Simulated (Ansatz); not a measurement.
## CuIr2S4, first-principles data

CuIr2S4:
```yaml
crystal:
  lattice:
    - [0.00000, 4.92718, 4.92718]
    - [4.92718, 0.00000, 4.92718]
    - [4.92718, 4.92718, 0.00000]
  atoms:
    - { symbol: Cu, position: [0.25000, 0.25000, 0.25000] }
    - { symbol: Cu, position: [0.00000, 0.00000, 0.00000] }
    - { symbol: Ir, position: [0.62500, 0.62500, 0.12500] }
    - { symbol: Ir, position: [0.62500, 0.12500, 0.62500] }
    - { symbol: Ir, position: [0.62500, 0.62500, 0.62500] }
    - { symbol: Ir, position: [0.12500, 0.62500, 0.62500] }
    - { symbol: S, position: [0.38487, 0.84540, 0.38487] }
    - { symbol: S, position: [0.86513, 0.86513, 0.86513] }
    - { symbol: S, position: [0.84540, 0.38487, 0.38487] }
    - { symbol: S, position: [0.86513, 0.86513, 0.40460] }
    - { symbol: S, position: [0.38487, 0.38487, 0.84540] }
    - { symbol: S, position: [0.40460, 0.86513, 0.86513] }
    - { symbol: S, position: [0.38487, 0.38487, 0.38487] }
    - { symbol: S, position: [0.86513, 0.40460, 0.86513] }
```

Space group Fd-3m (No. 227), spinel; conventional cell a = 9.8544 Å, b = 9.8544 Å, c = 9.8544 Å, α = 90.00°, β = 90.00°, γ = 90.00°.

Method: the program Ansatz at the r²SCAN level (PAW). Geometry: relaxed at this level of theory. Other levels are named where they apply.

### Cell and energy

- Volume per atom = 17.09 Å³
- Density = 8.00 g/cm³
- Formation energy from the elements (no fitted shifts) = -495 meV/atom

### Electronic structure

- Electronic character: metallic (no gap)
- Density of states at the Fermi level: 0.55 states/eV per atom (mean over ±0.08 eV)
- Gap with spin–orbit coupling: none (metallic)

### Mechanics

* **Bulk modulus (Birch–Murnaghan fit)**: 125 GPa
* **Pressure derivative B′**: 5.3
* **Elastic constants (relaxed ions, GPa)**: C11 = 190, C12 = 91.4, C44 = 51.6
* **Mechanical stability**: stable (all eigenvalues of C positive)
* **Hill bulk and shear moduli**: 124 and 50.6 GPa
* **Young's modulus**: 134 GPa
* **Poisson's ratio**: 0.32
* **Debye temperature from the elastic constants**: 325 K

### Phonons

- Highest zone-centre frequency = 405 cm^-1
- Zone-centre stability = no imaginary mode at Γ

### Charges

Bader charges: Cu +0.58, Ir +0.63, S -0.46 e

The workflow started from a Materials Project entry (that database holds measured and hypothetical structures alike); the Crystallography Open Database files this formula in space group No. 227, but the cells were not matched. Whether it is the stable phase at ambient conditions was not checked. Symmetry was held in the r²SCAN relaxation. The run is not spin-polarised. As this level gives no gap, shear constants depend on the k-mesh and smearing (Fermi–Dirac, 0.1 eV here). As this level gives no gap, phonon frequencies hold no LO–TO term and depend on the k-mesh and smearing (Fermi–Dirac, 0.1 eV here). The references are the lowest solids computed at this level, not always the standard phases. Scalar-relativistic: spin–orbit coupling is off unless named, which matters more the heavier the elements.

Potentials: the later of the program's two PAW sets.
